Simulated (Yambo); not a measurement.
```
MgS
1.0
    0.00000     2.55268     2.55268
    2.55268     0.00000     2.55268
    2.55268     2.55268     0.00000
Mg S
1 1
Direct
  0.00000   0.00000   0.00000
  0.50000   0.50000   0.50000
```

Workflow: PBEsol (Quantum ESPRESSO, PseudoDojo norm-conserving, 84 Ry, no spin-orbit coupling), then G0W0 in Yambo (6×6×6 Γ-centred k mesh, bands 5 to 80 and a 10 Ry block in the screening, 80 bands in G with the Bruneval-Gonze terminator, plasmon pole fitted at 27.2 eV).

### Question
Give the PBEsol and G0W0 gaps between the band edges found on this mesh, and say where the edges lie.

### Answer
Edges: Γ → X. PBEsol: 2.82 eV; G0W0: 4.65 eV. Convergence of the G0W0 settings was not tested. 

Geometry strained from the cell relaxed with PBEsol, atoms relaxed again.
